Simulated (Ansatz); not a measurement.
Relaxed-ion elastic tensor of MgCdS₂ in space group P4/mmm (No. 123; Mg on 1d, Cd on 1a, S on 1b, S on 1c) in GPa (Voigt order), plane-wave PAW PBEsol (Ansatz code); density 4.46 g/cm³, 18.71 Å³ per atom.

```csv
,1,2,3,4,5,6
1,140,54.9,49.7,0.0,0.0,0.0
2,54.9,140,49.7,0.0,0.0,0.0
3,49.7,49.7,145,0.0,0.0,0.0
4,0.0,0.0,0.0,40.9,0.0,0.0
5,0.0,0.0,0.0,0.0,40.9,0.0
6,0.0,0.0,0.0,0.0,0.0,48.0
```

Problem. Is the crystal mechanically stable?

Solution. Yes: the smallest eigenvalue of C is 40.9 GPa.

Problem. Work out the Voigt, Reuss and Hill averages.

Solution. K_V = 81.6, K_R = 81.6, K_H = 81.6; G_V = 44.0, G_R = 43.8, G_H = 43.9 GPa.

Problem. Give Young's modulus, Poisson's ratio, Pugh's ratio and the universal anisotropy index.

Solution. E = 9KG/(3K + G) = 112 GPa; ν = 0.27; K/G = 1.86 (ductile by the Pugh limit of 1.75); A_U = 5G_V/G_R + K_V/K_R − 6 = 0.03.

Problem. Estimate the sound speeds and the Debye temperature.

Solution. v_l = √((K + 4G/3)/ρ) = 5610 m/s, v_t = √(G/ρ) = 3140 m/s, mean 3500 m/s; Θ = (h/k)(3n/4πV)^(1/3) v_m = 392 K.

Problem. Solve the Christoffel equation for the three sound speeds along x, y, z.

Solution. Eigenvalues of C_ijkl n_j n_l equal ρv². In km/s, slowest first: x 3.03, 3.28, 5.61; y 3.03, 3.28, 5.61; z 3.03, 3.03, 5.71.

Problem. How much does each axis shrink under pressure?

Solution. Linear compressibilities β_i = Σ_j S_ij (j = 1 to 3): x 4.1, y 4.1, z 4.1 per TPa.

The first step of the workflow began from a Materials Project structure, measured or hypothetical; the Crystallography Open Database copy checked does not list it. With Mg and Cd taken as one species the cell has the higher symmetry Fm-3m, so it may be an ordered model of a mixed-site phase. Whether it is the stable phase at ambient conditions was not checked. Symmetry was held in the PBEsol relaxation; of distortions, only those at the zone centre were tested. As this level gives no gap, shear constants depend on the k-mesh and smearing (Fermi–Dirac, 0.1 eV here).

Potentials: the later of the program's two PAW sets.
